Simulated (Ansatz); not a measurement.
Relaxed-ion elastic tensor of C in space group P6/mmm (No. 191; C on 6j, C on 6j, C on 6j) in GPa (Voigt order), r²SCAN+D4 (plane waves, PAW; program Ansatz); density 1.30 g/cm³, 15.40 Å³ per atom.

|  | 1 | 2 | 3 | 4 | 5 | 6 |
|---|---|---|---|---|---|---|
| 1 | 445 | 199 | -2.6 | 0.0 | 0.0 | 0.0 |
| 2 | 199 | 445 | -2.6 | 0.0 | 0.0 | 0.0 |
| 3 | -2.6 | -2.6 | 14.3 | 0.0 | 0.0 | 0.0 |
| 4 | 0.0 | 0.0 | 0.0 | -1.9 | 0.0 | 0.0 |
| 5 | 0.0 | 0.0 | 0.0 | 0.0 | -1.9 | 0.0 |
| 6 | 0.0 | 0.0 | 0.0 | 0.0 | 0.0 | 123 |

**Question.** Is the crystal mechanically stable?

**Answer.** On the edge, within the error: the smallest eigenvalue of C is -1.9 GPa.

The start of the workflow was typed in or built on a structure type; the Crystallography Open Database copy checked does not list it. It is not the phase usual at ambient conditions (space group No. 194, 227). The r²SCAN+D4 relaxation kept the symmetry of its start; whether a distortion lowers the energy is not shown. As this level gives no gap, shear constants depend on the k-mesh and smearing (Fermi–Dirac, 0.1 eV here).

Potentials: the later of the program's two PAW sets.
